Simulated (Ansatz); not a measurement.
Given:

TiO₂:
```yaml
crystal:
  lattice:
    - [6.09539, 1.86666, 0.00000]
    - [-6.09539, 1.86666, 0.00000]
    - [-1.91885, 0.00000, 6.27453]
  atoms:
    - { symbol: Ti, position: [0.80553, 0.19447, 0.71733] }
    - { symbol: Ti, position: [0.19447, 0.80553, 0.28267] }
    - { symbol: Ti, position: [0.10061, 0.89939, 0.70958] }
    - { symbol: Ti, position: [0.89939, 0.10061, 0.29042] }
    - { symbol: O, position: [0.05833, 0.94167, 0.37059] }
    - { symbol: O, position: [0.94167, 0.05833, 0.62941] }
    - { symbol: O, position: [0.63853, 0.36147, 0.70588] }
    - { symbol: O, position: [0.36147, 0.63853, 0.29412] }
    - { symbol: O, position: [0.13294, 0.86706, 0.00369] }
    - { symbol: O, position: [0.86706, 0.13294, 0.99631] }
    - { symbol: O, position: [0.73605, 0.26395, 0.34702] }
    - { symbol: O, position: [0.26395, 0.73605, 0.65298] }
```

This is the r²SCAN-relaxed structure.

### Question
All from plane-wave PAW r²SCAN (Ansatz code), unless another level is named. Estimate the smallest direct gap on the standard path.

### Answer
3.41 eV.

### Question
Give the hole effective mass.

### Answer
2.2, 4.4, 8.9 mₑ (principal values).

### Question
What about the weight of the conduction-edge state by species (Voronoi cells)?

### Answer
Ti 85 %, O 15 %.

### Question
Predict the weight of the valence-edge state by species (Voronoi cells).

### Answer
O 95 %, Ti 5 %.

### Question
Next, the conduction-band minimum?

### Answer
at Γ.

Space group C2/m. The first step of the workflow began from a Materials Project structure, measured or hypothetical; the Crystallography Open Database copy checked does not list it. It is not the phase usual at ambient conditions (space group No. 61, 136, 141). The cell was relaxed with r²SCAN under the symmetry of its start; its stability against distortions is not shown here. No spin polarisation was allowed.

Potentials: the earlier of the program's two PAW sets.
